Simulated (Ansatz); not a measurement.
OsN3:
```cif
data_N3Os
_chemical_formula_sum 'Os1 N3'
_space_group_name_H-M_alt 'P 1'
_space_group_IT_number 1
_cell_length_a 3.78833
_cell_length_b 3.78833
_cell_length_c 3.78833
_cell_angle_alpha 90.000
_cell_angle_beta 90.000
_cell_angle_gamma 90.000
loop_
_space_group_symop_operation_xyz
  'x, y, z'
loop_
_atom_site_label
_atom_site_type_symbol
_atom_site_fract_x
_atom_site_fract_y
_atom_site_fract_z
_atom_site_occupancy
Os1 Os 0.00000 0.00000 0.00000 1
N1 N 0.00000 0.50000 0.00000 1
N2 N 0.50000 0.00000 0.00000 1
N3 N 0.00000 0.00000 0.50000 1
```

Relaxed with DFT-PBEsol in the program Ansatz with PAW potentials. Indices refer to the conventional cell of Pm-3m, a = 3.7883 Å, b = 3.7883 Å, c = 3.7883 Å, α = 90.00°, β = 90.00°, γ = 90.00°.

Q: Simulate the powder diffraction pattern (Mo Kα, λ = 0.71073 Å; lines above 1 %) up to 2θ = 45°.

A: Simulated powder pattern, Mo Kα, λ = 0.71073 Å (kinematic, ideal powder, no thermal factors, no anomalous dispersion; the 30 strongest lines at most, above 1 %, up to 2θ = 45°):

| 2θ (°) | d (Å) | I/Imax (%) | hkl |
|---|---|---|---|
| 10.77 | 3.788 | 100 | (100) |
| 15.25 | 2.679 | 64 | (110) |
| 18.70 | 2.187 | 19 | (111) |
| 21.63 | 1.894 | 21 | (200) |
| 24.22 | 1.694 | 49 | (210) |
| 26.57 | 1.547 | 30 | (211) |
| 30.77 | 1.339 | 15 | (220) |
| 32.69 | 1.263 | 25 | (221)+(300) |
| 34.51 | 1.198 | 14 | (310) |
| 36.25 | 1.142 | 9.9 | (311) |
| 37.93 | 1.094 | 4.9 | (222) |
| 39.54 | 1.051 | 11 | (320) |
| 41.10 | 1.012 | 16 | (321) |
| 44.08 | 0.947 | 2.2 | (400) |

The start of the workflow was typed in or built on a structure type; neither database checked (COD, Materials Project) lists it. Its standing as an ambient phase is unchecked. The PBEsol relaxation kept the symmetry of its start; whether a distortion lowers the energy is not shown. The workflow began spin-polarised and lost its moments. The cell computed holds one magnetic atom, so no antiferromagnetic order was within reach. Its formation energy is positive at this level, so the cell may be metastable or incomplete. Point labels and valley counts follow the cell and symmetry of the run, lower than the named group. Scalar-relativistic: spin–orbit coupling is off unless named, which matters more the heavier the elements.

Potentials: the later of the program's two PAW sets.
